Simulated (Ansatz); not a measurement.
Contact hyperfine fields in MnO2

Cell: a COD entry whose atoms were relaxed with PBE, the cell held.

```yaml
crystal:
  lattice:
    - [4.39600, 0.00000, 0.00000]
    - [0.00000, 4.39600, 0.00000]
    - [0.00000, 0.00000, 2.87100]
  atoms:
    - { symbol: Mn, position: [0.00000, 0.00000, 0.00000] }
    - { symbol: Mn, position: [0.50000, 0.50000, 0.50000] }
    - { symbol: O, position: [0.30499, 0.30499, 0.00000] }
    - { symbol: O, position: [0.19501, 0.80499, 0.50000] }
    - { symbol: O, position: [0.69501, 0.69501, 0.00000] }
    - { symbol: O, position: [0.80499, 0.19501, 0.50000] }
```

Atoms are numbered from 1 in the order listed; like atoms form one site, named after its first atom.

The numbers come from a DFT calculation in Ansatz (PBE+U (U = 3.9 eV on Mn d), plane waves and PAW, scalar-relativistic, collinear spin, 420 eV cutoff, Γ-centred 8×8×11 k-points, Fermi–Dirac smearing 0.05 eV). Start moments as typed (μB): 3 -3 0 0 0 0 by atom.

B_c = (2μ₀/3)μB(ρ↑ − ρ↓), with the spin density averaged over the Thomson radius around the nucleus, 7.77 T per e/Å³, positive along the up direction of the run. The valence column is what the valence and semicore waves of the PAW files give as listed; the rest comes from solving these waves and the inner shells again in each spin's potential.

(1) What moments and contact fields does each site carry?

Results:

(1) The cell's net moment is 0.00 μB. One atom of each set is listed; on Mn and O some atoms of the set carry the same values with the opposite sign.

```json
{"site": "Mn", "atom": "1", "m (μB)": "2.55", "B_c (T)": "-18.0", "valence column (T)": "31.6", "rest (T)": "-49.6"}
{"site": "O", "atom": "3", "m (μB)": "-0.01", "B_c (T)": "-0.5", "valence column (T)": "-0.7", "rest (T)": "0.2"}
```

On Mn the field amounts to -7.1 T per μB of the site's moment: core polarisation sets it against the moment.

At this cell the PBE+U pressure is 9 GPa, so with PBE+U the cell would grow if it were relaxed. The entry's cell may itself be off. The magnetic order is the one that the run reached from its start moments, not necessarily the measured one. Semilocal functionals underestimate core polarisation, so for a given moment the contact field on a magnetic ion comes out too small, by up to a factor of two. Orbital and dipolar fields are left out; they are small for half-filled shells and for d³ or d⁸ ions in regular octahedra, but can rival the contact field on other open-shell ions. The positions come from a relaxation that may have had another order of the moments. Fields under about 2 T can be off by more than a tenth.
